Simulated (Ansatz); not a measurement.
Relaxed-ion elastic tensor of PtAu in space group P-6m2 (No. 187; Pt on 1e, Au on 1b) in GPa (Voigt order), LDA (plane waves, PAW; program Ansatz); density 20.79 g/cm³, 15.65 Å³ per atom.

```csv
,1,2,3,4,5,6
1,387,205,173,0.0,0.0,0.0
2,205,387,173,0.0,0.0,0.0
3,173,173,335,0.0,0.0,0.0
4,0.0,0.0,0.0,28.9,0.0,0.0
5,0.0,0.0,0.0,0.0,28.9,0.0
6,0.0,0.0,0.0,0.0,0.0,91.0
```

### Question
Is the crystal mechanically stable?

### Answer
Yes: the smallest eigenvalue of C is 28.9 GPa.

### Question
Work out the Voigt, Reuss and Hill averages.

### Answer
K_V = 246, K_R = 243, K_H = 244; G_V = 67.0, G_R = 49.1, G_H = 58.0 GPa.

### Question
Give Young's modulus, Poisson's ratio, Pugh's ratio and the universal anisotropy index.

### Answer
E = 9KG/(3K + G) = 161 GPa; ν = 0.39; K/G = 4.21 (ductile by the Pugh limit of 1.75); A_U = 5G_V/G_R + K_V/K_R − 6 = 1.83.

### Question
Estimate the sound speeds and the Debye temperature.

### Answer
v_l = √((K + 4G/3)/ρ) = 3930 m/s, v_t = √(G/ρ) = 1670 m/s, mean 1890 m/s; Θ = (h/k)(3n/4πV)^(1/3) v_m = 225 K.

### Question
Solve the Christoffel equation for the three sound speeds along x, y, z.

### Answer
Eigenvalues of C_ijkl n_j n_l equal ρv². In km/s, slowest first: x 1.18, 2.09, 4.31; y 1.18, 2.09, 4.31; z 1.18, 1.18, 4.01.

### Question
How much does each axis shrink under pressure?

### Answer
Linear compressibilities β_i = Σ_j S_ij (j = 1 to 3): x 1.2, y 1.2, z 1.8 per TPa.

The workflow started from a Materials Project entry (that database holds measured and hypothetical structures alike); the Crystallography Open Database copy checked does not list it. With Pt and Au taken as one species the cell has the higher symmetry P6_3/mmc, so it may be an ordered model of a mixed-site phase. Its standing as an ambient phase is unchecked. The cell was relaxed with LDA under the symmetry of its start; its stability against distortions is not shown here. The run is not spin-polarised. As this level gives no gap, shear constants depend on the k-mesh and smearing (Fermi–Dirac, 0.1 eV here). Scalar-relativistic: spin–orbit coupling is off unless named, which matters more the heavier the elements.

Potentials: the later of the program's two PAW sets.
